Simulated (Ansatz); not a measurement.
Relaxed-ion elastic tensor of Al (hcp (Mg type), P6_3/mmc) in GPa (Voigt order), LDA (plane waves, PAW; program Ansatz); density 2.81 g/cm³, 15.93 Å³ per atom.

|  | 1 | 2 | 3 | 4 | 5 | 6 |
|---|---|---|---|---|---|---|
| 1 | 120 | 63.4 | 55.8 | 0.0 | 0.0 | 0.0 |
| 2 | 63.4 | 120 | 55.8 | 0.0 | 0.0 | 0.0 |
| 3 | 55.8 | 55.8 | 134 | 0.0 | 0.0 | 0.0 |
| 4 | 0.0 | 0.0 | 0.0 | 13.2 | 0.0 | 0.0 |
| 5 | 0.0 | 0.0 | 0.0 | 0.0 | 13.2 | 0.0 |
| 6 | 0.0 | 0.0 | 0.0 | 0.0 | 0.0 | 28.1 |

Problem. Is the crystal mechanically stable?

Solution. Yes: the smallest eigenvalue of C is 13.2 GPa.

Problem. Work out the Voigt, Reuss and Hill averages.

Solution. K_V = 80.4, K_R = 80.3, K_H = 80.3; G_V = 24.1, G_R = 20.1, G_H = 22.1 GPa.

Problem. Give Young's modulus, Poisson's ratio, Pugh's ratio and the universal anisotropy index.

Solution. E = 9KG/(3K + G) = 60.8 GPa; ν = 0.37; K/G = 3.63 (ductile by the Pugh limit of 1.75); A_U = 5G_V/G_R + K_V/K_R − 6 = 1.00.

Problem. Estimate the sound speeds and the Debye temperature.

Solution. v_l = √((K + 4G/3)/ρ) = 6250 m/s, v_t = √(G/ρ) = 2800 m/s, mean 3160 m/s; Θ = (h/k)(3n/4πV)^(1/3) v_m = 374 K.

Problem. Solve the Christoffel equation for the three sound speeds along x, y, z.

Solution. Eigenvalues of C_ijkl n_j n_l equal ρv². In km/s, slowest first: x 2.17, 3.16, 6.52; y 2.17, 3.16, 6.52; z 2.17, 2.17, 6.90.

Problem. How much does each axis shrink under pressure?

Solution. Linear compressibilities β_i = Σ_j S_ij (j = 1 to 3): x 4.3, y 4.3, z 3.9 per TPa.

The workflow started from a Materials Project entry (that database holds measured and hypothetical structures alike); the Crystallography Open Database copy checked does not list it. It is not the phase usual at ambient conditions (space group No. 225). The cell was relaxed with LDA under the symmetry of its start; of distortions, only those at the zone centre were tested. As this level gives no gap, shear constants depend on the k-mesh and smearing (Fermi–Dirac, 0.1 eV here). On the denser mesh and wider smearing of the elastic run this cell carries a stress of 0.8 GPa.

Potentials: the earlier of the program's two PAW sets.
